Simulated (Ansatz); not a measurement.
Input:

In$_{2}$Au (cubic Laves (MgCu2 type), Fd-3m), a = 8.421 Å, b = 8.421 Å, c = 8.421 Å, α = 90.00°, β = 90.00°, γ = 90.00°; the cell used has 6 atoms.

This is the r²SCAN-relaxed structure.

### Question
All from the program Ansatz at the r²SCAN level (PAW), unless another level is named. Predict the formation energy from the elements (no fitted shifts).

### Answer
331 meV/atom.

### Question
Predict the density of states at the Fermi level.

### Answer
0.43 states/eV per atom (mean over ±0.08 eV).

### Question
Give the gap with spin–orbit coupling.

### Answer
none (metallic).

A made-up cell: these elements were put on the sites of a structure type; neither database checked (COD, Materials Project) lists it. COD files the formula under space group No. 225, so this cell is another polymorph or a model. Its standing as an ambient phase is unchecked. Symmetry was held in the r²SCAN relaxation; whether a distortion lowers the energy is not shown. The references are the lowest solids computed at this level, not always the standard phases. Spin–orbit coupling is left out wherever it is not named.

Potentials: the earlier of the program's two PAW sets.
